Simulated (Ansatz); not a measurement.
HfCo7:
```cif
data_Co7Hf
_chemical_formula_sum 'Hf1 Co7'
_space_group_name_H-M_alt 'P4/mmm'
_space_group_IT_number 123
_space_group_name_Hall '-P 4 2'
_cell_length_a 5.05479
_cell_length_b 5.05479
_cell_length_c 3.50234
_cell_angle_alpha 90.000
_cell_angle_beta 90.000
_cell_angle_gamma 90.000
loop_
_atom_site_label
_atom_site_type_symbol
_atom_site_symmetry_multiplicity
_atom_site_Wyckoff_symbol
_atom_site_fract_x
_atom_site_fract_y
_atom_site_fract_z
_atom_site_occupancy
Hf1 Hf 1 d 0.50000 0.50000 0.50000 1
Co1 Co 1 b 0.00000 0.00000 0.50000 1
Co2 Co 4 j 0.23001 0.23001 0.00000 1
Co3 Co 2 e 0.00000 0.50000 0.50000 1
```

Relaxed with r²SCAN.

Problem. Which orbitals make up the states near the Fermi level in r²SCAN (plane waves, PAW; program Ansatz)?

Solution. Within 0.5 eV of the Fermi level: Co 3d 95 %. Projections are on Löwdin-orthogonalised atomic valence shells; empty p or d shells of many metals are not among them.

Problem. Tabulate the density of states.

Solution. States/eV per cell of 8 atoms, in 0.25 eV bins, energy from the Fermi level.

```tsv
E (eV)	total	Co 3d	Hf 5d	Co 4s
-7.85	0.65	0.01	0.01	0.52
-7.60	0.74	0.02	0.01	0.61
-7.35	0.75	0.02	0.02	0.61
-7.10	0.85	0.04	0.03	0.66
-6.85	0.94	0.05	0.04	0.71
-6.60	1.01	0.07	0.05	0.73
-6.35	1.18	0.11	0.07	0.83
-6.10	1.29	0.15	0.09	0.87
-5.85	1.41	0.21	0.10	0.92
-5.60	1.79	0.35	0.15	1.11
-5.35	2.28	0.59	0.22	1.25
-5.10	2.80	1.01	0.31	1.27
-4.85	5.75	3.10	0.72	1.68
-4.60	6.95	4.20	0.80	1.66
-4.35	7.20	4.93	0.69	1.23
-4.10	7.69	5.68	0.61	1.05
-3.85	10.04	8.17	0.74	0.80
-3.60	12.89	11.14	0.84	0.48
-3.35	12.40	10.83	0.75	0.32
-3.10	10.08	8.83	0.72	0.15
-2.85	9.83	8.67	0.61	0.16
-2.60	11.59	10.25	0.56	0.29
-2.35	13.11	11.60	0.54	0.38
-2.10	16.35	14.56	0.67	0.49
-1.85	18.81	17.08	0.69	0.50
-1.60	18.09	16.60	0.55	0.43
-1.35	17.31	15.71	0.57	0.46
-1.10	18.60	17.02	0.57	0.44
-0.85	13.65	12.46	0.36	0.36
-0.60	13.91	12.85	0.38	0.32
-0.35	14.82	13.87	0.35	0.28
-0.10	13.10	12.46	0.22	0.23
0.15	12.36	11.86	0.14	0.20
0.40	15.60	14.76	0.29	0.35
0.65	6.86	6.10	0.21	0.27
0.90	2.77	1.98	0.24	0.29
1.15	2.36	1.44	0.29	0.29
1.40	2.20	1.09	0.35	0.33
1.65	2.14	0.99	0.35	0.38
1.90	3.66	1.74	0.67	0.67
2.15	4.01	1.81	1.00	0.75
2.40	7.09	2.86	2.64	1.06
2.65	5.99	2.13	2.67	0.69
2.90	4.58	1.40	1.85	0.68
3.15	3.92	0.94	1.52	0.70
3.40	1.76	0.39	0.84	0.27
3.65	1.18	0.30	0.59	0.12
3.90	2.04	0.48	1.11	0.16
4.15	2.25	0.48	1.17	0.18
4.40	1.97	0.37	0.90	0.17
4.65	1.61	0.28	0.66	0.17
```

The first step of the workflow began from a Materials Project structure, measured or hypothetical; the Crystallography Open Database copy checked does not list it. Whether it is the stable phase at ambient conditions was not checked. Symmetry was held in the r²SCAN relaxation; whether a distortion lowers the energy is not shown. The run is not spin-polarised. Its formation energy is positive at this level, so the cell may be metastable or incomplete. Scalar-relativistic: spin–orbit coupling is off unless named, which matters more the heavier the elements.

Potentials: the later of the program's two PAW sets.
